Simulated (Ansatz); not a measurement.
BP (rock salt, Fm-3m) at seven volumes, plane-wave PAW PBEsol (Ansatz code), scaled uniformly. One row is withheld.

```tsv
V (Å³/atom)	P (GPa)
8.972	?
9.268	12.31
9.564	5.74
9.860	0.01
10.155	-4.90
10.451	-9.01
10.747	-12.54
```

**Question.** Fit the shown pressures and predict the withheld one.

**Answer.** P = (3/2)B₀(x^(7/2) − x^(5/2))[1 + (3/4)(B′ − 4)(x − 1)] with x = (V₀/V)^(2/3). Least squares on the six rows gives V₀ = 9.860 Å³/atom, B₀ = 175 GPa, B′ = 4.22. At V = 8.972, x = 1.0649 and P = 20.16 GPa. The run itself gave 19.72 GPa.

The start of the workflow was typed in or built on a structure type; neither database checked (COD, Materials Project) lists it. It is not the phase usual at ambient conditions (space group No. 216). The cell was relaxed with PBEsol under the symmetry of its start; of distortions, only those at the zone centre were tested. Its formation energy is positive at this level, so the cell may be metastable or incomplete.

Potentials: the later of the program's two PAW sets.
